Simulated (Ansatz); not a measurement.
SnMo$_{3}$N:
```yaml
crystal:
  lattice:
    - [4.18035, 0.00000, 0.00000]
    - [0.00000, 4.18035, 0.00000]
    - [0.00000, 0.00000, 4.18035]
  atoms:
    - { symbol: Sn, position: [0.00000, 0.00000, 0.00000] }
    - { symbol: Mo, position: [0.00000, 0.50000, 0.50000] }
    - { symbol: Mo, position: [0.50000, 0.00000, 0.50000] }
    - { symbol: Mo, position: [0.50000, 0.50000, 0.00000] }
    - { symbol: N, position: [0.50000, 0.50000, 0.50000] }
```

Relaxed with PBE. Special points in fractions of this cell's reciprocal vectors: Γ (0.000, 0.000, 0.000); X (0.000, 0.500, 0.000); M (0.500, 0.500, 0.000); R (0.500, 0.500, 0.500).

**Question.** List the band energies nearest the Fermi level at these points for DFT-PBE in the program Ansatz with PAW potentials.

**Answer.** In eV from the Fermi level; about four levels below and three above (degenerate sets whole), none deeper than 8.9 eV; points with the same levels are listed once.

```tsv
k	below	above
Γ	-0.09 -0.09 -0.09 0.00 0.00 0.00	0.85 0.85 2.58
X	-1.20 -0.91 -0.21 -0.21	0.24 1.07 1.07
M	-1.64 -1.64 -0.27 -0.24	0.54 0.62 0.68
R	-1.93 -1.93 -1.93 -1.61 -1.61 -1.61	0.61 0.61 2.26
```

Space group Pm-3m (anti-perovskite). The start of the workflow was typed in or built on a structure type; neither database checked (COD, Materials Project) lists it. Its standing as an ambient phase is unchecked. The PBE relaxation kept the symmetry of its start; its stability against distortions is not shown here. The workflow began spin-polarised and lost its moments. The volume moved by 16 % from the start of the relaxation. Scalar-relativistic: spin–orbit coupling is off unless named, which matters more the heavier the elements.

Potentials: the earlier of the program's two PAW sets.
